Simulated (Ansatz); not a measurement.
SiO2:
```
CELL_PARAMETERS angstrom
     -4.38671     4.38671     4.38671
      4.38671    -4.38671     4.38671
      4.38671     4.38671    -4.38671
ATOMIC_POSITIONS crystal
  Si 0.50000 0.75000 0.25000
  Si 0.25000 0.50000 0.75000
  Si 0.50000 0.25000 0.75000
  Si 0.75000 0.50000 0.25000
  Si 0.75000 0.25000 0.50000
  Si 0.25000 0.75000 0.50000
  O  0.68567 0.39524 0.00000
  O  0.60476 0.60476 0.29042
  O  0.39524 0.68567 0.00000
  O  0.31433 0.31433 0.70958
  O  0.00000 0.68567 0.39524
  O  0.29042 0.60476 0.60476
  O  0.00000 0.39524 0.68567
  O  0.70958 0.31433 0.31433
  O  0.39524 0.00000 0.68567
  O  0.60476 0.29042 0.60476
  O  0.68567 0.00000 0.39524
  O  0.31433 0.70958 0.31433
```

Cartesian axes are those of the cell as given.

### Question
Give the proper piezoelectric stress tensor with relaxed ions from r²SCAN (plane waves, PAW; program Ansatz).

### Answer
In C/m², rows x, y, z, Voigt columns; mesh uncertainty up to 0.00.
```
0.00  0.00  0.00  0.10  0.00  0.00
0.00  0.00  0.00  0.00  0.10  0.00
0.00  0.00  0.00  0.00  0.00  0.10
```

The elastic tensor of the same run (GPa):

```
61.8  -1.3  -1.3   0.0   0.0   0.0
-1.3  61.8  -1.3   0.0   0.0   0.0
-1.3  -1.3  61.8   0.0   0.0   0.0
 0.0   0.0   0.0  20.0   0.0   0.0
 0.0   0.0   0.0   0.0  20.0   0.0
 0.0   0.0   0.0   0.0   0.0  20.0
```

### Question
Convert to strain constants d = e·S.

### Answer
In pC/N:
```
0.0  0.0  0.0  4.9  0.0  0.0
0.0  0.0  0.0  0.0  4.9  0.0
0.0  0.0  0.0  0.0  0.0  4.9
```

Space group I-43m. The workflow started from a Materials Project entry (that database holds measured and hypothetical structures alike); the Crystallography Open Database copy checked does not list it. It is not the phase usual at ambient conditions (space group No. 92, 152, 154). The r²SCAN relaxation kept the symmetry of its start; whether a distortion lowers the energy is not shown. Signs of piezoelectric constants follow the polarity of the cell as given.

Potentials: the earlier of the program's two PAW sets. The files were generated under PBE; for other functionals the program regenerates the frozen cores, and for LDA and PBEsol the local potential too.
